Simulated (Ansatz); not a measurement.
# Profile along the Y–Y line in Y (hcp, Mg type)

Y (hcp, Mg type)

```yaml
crystal:
  lattice:
    - [3.65568, 0.00000, 0.00000]
    - [-1.82784, 3.16591, 0.00000]
    - [0.00000, 0.00000, 5.67880]
  atoms:
    - { symbol: Y, position: [0.33333, 0.66667, 0.75000] }
    - { symbol: Y, position: [0.66667, 0.33333, 0.25000] }
```

Fields along a shortest Y–Y line of a (1 -1 0 0) plane (3.66 Å), from Y to Y, interpolated on the slice's grid (step about 0.2 Å). These are PBE (plane waves to 420 eV, PAW, scalar-relativistic; Ansatz, an electronic-structure program) values and carry that method's errors. k mesh 15×15×8. These are valence fields of a PAW run, semicore shells included where kept as valence: close to a nucleus they are smooth pseudo fields. The PAW data are Ansatz's earlier set. Y is run without spin polarisation. Y was relaxed with its symmetry unable to fall.

```
distance from Y (Å)  valence electron density (e/Å³)  electron localisation function
-------------------  -------------------------------  ------------------------------
0.00                                            2.58                               x
0.37                                            3.49                               x
0.73                                            1.81                            0.84
1.10                                            0.34                            0.33
1.46                                            0.11                            0.11
1.83                                            0.10                            0.24
2.20                                            0.11                            0.11
2.56                                            0.34                            0.33
2.93                                            1.81                            0.84
3.29                                            3.49                               x
3.66                                            2.58                               x
```

x: too close to a nucleus for the ELF to mean much.

Density on the Y–Y line (3.66 Å) at its midpoint: 0.10 e/Å³. ELF at that point: 0.2.
